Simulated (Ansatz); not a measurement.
La₂MgVO₆:
```
La2MgVO6
1.0
    2.78617     1.60860     4.42117
   -2.78617     1.60860     4.42117
    0.00000    -3.21719     4.42117
La Mg V O
2 1 1 6
Direct
  0.75055   0.75055   0.75055
  0.24945   0.24945   0.24945
  0.50000   0.50000   0.50000
  0.00000   0.00000   0.00000
  0.75768   0.30849   0.17636
  0.24232   0.69151   0.82364
  0.17636   0.75768   0.30849
  0.82364   0.24232   0.69151
  0.30849   0.17636   0.75768
  0.69151   0.82364   0.24232
```
The run is spin-polarised; directions of the spins, atom by atom: 0 0 0 ↑ 0 0 0 0 0 0.

Relaxed with r²SCAN.

Question: Map the spin density (μB/Å³) on the plane through (0.751, 0.751, 0.751) spanned by u = [1, -1, 0] and v = [1, 1, -1] in lattice vectors, from the program Ansatz at the r²SCAN level (PAW).

Answer: x is the fraction of u, y of v (the angle between them is 90°; rows are the nearest grid lines); atoms in the plane: La at (0.00, 0.00), La at (0.00, 0.50), Mg at (0.50, 0.25), V at (0.50, 0.75), O at (0.57, 0.99), O at (0.43, 0.51).
```
|00000000000000000000000000000|
|00000000000000000000000000000|
|00000000000000000000000000000|
|00000000000000000000000000000|
|00000000000000100000000000000|
|00000000000113431100000000000|
|00000000001247974210000000000|
|00000000000012221000000000000|
|00000000000000000000000000000|
|00000000000000000000000000000|
|00000000000000000000000000000|
|00000000000000000000000000000|
|00000000000000000000000000000|
|00000000000000000000000000000|
|00000000000000000000000000000|
|00000000000000000000000000000|
|00000000000000000000000000000|
|00000000000000000000000000000|
|00000000000000000000000000000|
|00000000000000000000000000000|
|00000000000000000000000000000|
|00000000000000000000000000000|
|00000000000000000000000000000|
|00000000000000000000000000000|
```
Scale: ten equal steps from -0.035 (start of '0') to 1.36 (end of '9'), in the order '0123456789'; x runs from 0.000 to 1.00, y from 0.000 (bottom) to 1.00 (top).

The density is the valence pseudo-density with augmentation charge, so density and ELF within about 1 Å of a nucleus are not all-electron values.

Space group R-3. The workflow started from a Materials Project entry (that database holds measured and hypothetical structures alike); the Crystallography Open Database copy checked does not list it. With Mg and V taken as one species the cell has the higher symmetry R-3c, so it may be an ordered model of a mixed-site phase. Whether it is the stable phase at ambient conditions was not checked. The cell was relaxed with r²SCAN under the symmetry of its start; its stability against distortions is not shown here. Magnetic state: ferromagnetic, chosen from 3 collinear starts compared on coarse meshes (ties went to the first, and starts can fall back to one state), not a proven ground state. Other orbital occupations within this spin state were not tried. No Hubbard U is applied. Spin–orbit coupling is left out wherever it is not named.

Potentials: the later of the program's two PAW sets.
